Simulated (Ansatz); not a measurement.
# Kick test of a cell of W3C2

It was reached by relaxing an invented guess, and it needn't be the stable form of this composition.

Theory: DFT PBE, scalar-relativistic, plane waves, PAW (Ansatz). Cutoff 420 eV; k points 12×12×6 on the computed 5-atom cell (Γ-centred); Gaussian smearing, width 0.10 eV; no spin polarisation.

The cell below (5 atoms, space group P6/mmm (No. 191)) is relaxed within its symmetry.

```yaml
crystal:
  lattice:
    - [3.58164, 0.00000, 0.00000]
    - [-1.79082, 3.10179, 0.00000]
    - [0.00000, 0.00000, 7.75440]
  atoms:
    - { symbol: W, position: [0.00000, 0.00000, 0.85668] }
    - { symbol: W, position: [0.00000, 0.00000, 0.14332] }
    - { symbol: W, position: [0.00000, 0.00000, 0.50000] }
    - { symbol: C, position: [0.33333, 0.66667, 0.50000] }
    - { symbol: C, position: [0.66667, 0.33333, 0.50000] }
```

For the test a repeat of it with 10 atoms (edges 3.58, 6.20, 7.75 Å) was strained at random (σ = 1.5 % a component), the atoms were moved at random (σ = 0.05 Å), and all was relaxed again on a coarse 6×4×4 mesh (in the run’s order of axes) with 0.20 eV smearing, with no symmetry imposed.

These runs have no spin–orbit coupling, which can matter for W.

Question: Is the structure stable against such a distortion?

Answer: It doesn't return. The energy falls by 1976 meV/atom on that mesh, the volume changes by -20.5 %, and the end has space group P-1 (No. 2) at a loose tolerance. Relaxed again on a 14×6×6 mesh with 0.10 eV smearing, the new structure lies 1968 meV/atom below the first (mesh in the axes of the run's cell; the cell below is made exact in the group named). Space group P-1 (No. 2), triclinic, a = 2.818 Å, b = 6.893 Å, c = 7.529 Å, α = 106.1°, β = 95.1°, γ = 100.2°. W on its first site has 1 C at 2.10 Å, 1 C at 2.28 Å, 1 C at 2.47 Å, 6 W at 2.58–2.91 Å and 1 C at 2.83 Å; around W on its second site lie 1 C at 2.29 Å, 6 W at 2.58–2.91 Å and 2 W at 3.07–3.09 Å; around W on its third site lie 6 C at 2.13–2.34 Å and 4 W at 2.69–2.82 Å; around C on its first site lie 1 C at 1.45 Å and 5 W at 2.10–2.34 Å; 1 more site not described.

```cif
data_structure
_symmetry_space_group_name_H-M 'P 1'
_symmetry_Int_Tables_number 1
_cell_length_a 2.8183
_cell_length_b 6.8933
_cell_length_c 7.5287
_cell_angle_alpha 106.124
_cell_angle_beta 95.142
_cell_angle_gamma 100.249
_cell_volume 136.76
loop_
_atom_site_label
_atom_site_type_symbol
_atom_site_fract_x
_atom_site_fract_y
_atom_site_fract_z
_atom_site_occupancy
W1 W 0.73391 0.27225 0.77680 1
W2 W 0.60161 0.64615 0.88017 1
W3 W 0.26609 0.72775 0.22320 1
W4 W 0.39839 0.35385 0.11983 1
W5 W 0.27493 0.76937 0.59187 1
W6 W 0.72507 0.23063 0.40813 1
C1 C 0.84565 0.91082 0.43100 1
C2 C 0.38292 0.45377 0.57355 1
C3 C 0.15435 0.08918 0.56900 1
C4 C 0.61708 0.54623 0.42645 1
```
